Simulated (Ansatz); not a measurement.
Ni3Sn:
```
Ni3Sn
1.0
    3.67719     0.00000     0.00000
    0.00000     3.67719     0.00000
    0.00000     0.00000     3.67719
Ni Sn
3 1
Direct
  0.00000   0.50000   0.50000
  0.50000   0.00000   0.50000
  0.50000   0.50000   0.00000
  0.00000   0.00000   0.00000
```

This is the PBEsol-relaxed structure.

Task: All from plane-wave PAW PBEsol (Ansatz code), unless another level is named. Predict the formation energy from the elements (no fitted shifts).

Result: -0.22 eV/atom.

Task: Next, the density of states at the Fermi level?

Result: 0.44 states/eV per atom (mean over ±0.08 eV).

Space group Pm-3m (Cu3Au type). The workflow started from an entry of the Crystallography Open Database (COD), which files this formula under 3 space groups. Its standing as an ambient phase is unchecked. The cell was relaxed with PBEsol under the symmetry of its start; its stability against distortions is not shown here. The workflow began spin-polarised and lost its moments. The references are the lowest solids computed at this level, not always the standard phases. Scalar-relativistic: spin–orbit coupling is off unless named, which matters more the heavier the elements.

Potentials: the later of the program's two PAW sets.
